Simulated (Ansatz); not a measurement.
PtS2:
```
CELL_PARAMETERS angstrom
      1.71723     0.99144     4.88829
     -1.71723     0.99144     4.88829
      0.00000    -1.98288     4.88829
ATOMIC_POSITIONS crystal
  Pt 0.00240 0.00240 0.00240
  S  0.76064 0.76064 0.76064
  S  0.57026 0.57026 0.57026
```

Relaxed with LDA.

Question: Decompose the optical modes at the zone centre into irreducible representations, and say which are infrared and Raman allowed.

Answer: Point group 3m: Γ_opt = 2A1 + 2E. Infrared: A1, E. Raman: A1, E.

Question: Assign frequencies (DFPT, plane-wave PAW LDA (Ansatz code)).

Answer: E 84, E 156, A1 185, A1 291 cm⁻¹.

Space group R3m. The cell is a constructed one: a structure type filled with these elements; neither database checked (COD, Materials Project) lists it. COD files the formula under space group No. 164. Whether it is the stable phase at ambient conditions was not checked. The cell was relaxed with LDA under the symmetry of its start; whether a distortion lowers the energy is not shown. No spin polarisation was allowed. A crystal of weakly bound layers computed without a dispersion correction: the cell and the soft elastic constants depend strongly on that. As this level gives no gap, phonon frequencies hold no LO–TO term and depend on the k-mesh and smearing (Fermi–Dirac, 0.1 eV here). Spin–orbit coupling is left out wherever it is not named.

Potentials: the earlier of the program's two PAW sets. The files were generated under PBE; for other functionals the program regenerates the frozen cores, and for LDA and PBEsol the local potential too.
